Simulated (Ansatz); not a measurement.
WO3:
```
CELL_PARAMETERS angstrom
      2.70204    -2.70791     0.00000
      2.70204     2.70791     0.00000
      0.00000     0.00000     7.42489
ATOMIC_POSITIONS crystal
  W  0.55661 0.44339 0.75000
  W  0.44339 0.55661 0.25000
  O  0.50000 0.50000 0.50000
  O  0.50000 0.50000 0.00000
  O  0.47937 0.02003 0.25000
  O  0.52063 0.97997 0.75000
  O  0.02003 0.47937 0.75000
  O  0.97997 0.52063 0.25000
```

x, y and z are the axes in which the lattice vectors are written.

**Question.** Give the high-frequency dielectric tensor and the Born effective charge tensors of the independent atoms from DFPT, LDA (plane waves, PAW; program Ansatz).

**Answer.** 
ε∞:
```
5.92  0.00  0.00
0.00  5.44  0.00
0.00  0.00  7.23
```
Z* of atom 1 (W), rows: field, columns: displacement, in e:
```
 9.16   0.00   0.00
 0.00   7.98   0.00
 0.00   0.00  11.31
```
Z* of atom 3 (O), rows: field, columns: displacement, in e:
```
-1.14   0.00   0.00
 0.00  -1.28   0.50
 0.00   1.38  -8.40
```
Z* of atom 5 (O), rows: field, columns: displacement, in e:
```
-4.01  -2.69   0.00
-2.48  -3.35   0.00
 0.00   0.00  -1.46
```

Space group Cmcm. The workflow started from a Materials Project entry (that database holds measured and hypothetical structures alike); the Crystallography Open Database copy checked does not list it. COD files the formula under space group No. 2, 14, 62, 129, 130, 191. Whether it is the stable phase at ambient conditions was not checked. The LDA relaxation kept the symmetry of its start; phonons show weakly imaginary modes. The run is not spin-polarised. No Hubbard U is applied. Scalar-relativistic: spin–orbit coupling is off unless named, which matters more the heavier the elements.

Potentials: the later of the program's two PAW sets.
